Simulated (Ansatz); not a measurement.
Input:

AlN:
```
CELL_PARAMETERS angstrom
      0.00000     2.00549     2.00549
      2.00549     0.00000     2.00549
      2.00549     2.00549     0.00000
ATOMIC_POSITIONS crystal
  Al 0.00000 0.00000 0.00000
  N  0.50000 0.50000 0.50000
```

This is the LDA-relaxed structure.

All from DFT-LDA in the program Ansatz with PAW potentials, unless another level is named. Estimate the hole effective mass, band 3 of 3 at the edge.

0.35 along [100], 0.27 along [110], 0.25 along [111] (mₑ).

Next, the hole effective mass, band 1 of 3 at the edge?

0.90 along [100], 5.7 along [110], 2.1 along [111] (mₑ).

What about the band gap?

4.71 eV (indirect).

Next, the smallest direct gap on the standard path?

6.10 eV.

What about the weight of the valence-edge state by species (Voronoi cells)?

N 89 %, Al 11 %.

Space group Fm-3m (rock salt). This is a known high-pressure phase of the composition, computed here at zero pressure and temperature. The cell was relaxed with LDA under the symmetry of its start; phonons on a q-mesh show no instability. The volume moved by -39 % from the start of the relaxation.

Potentials: the later of the program's two PAW sets.
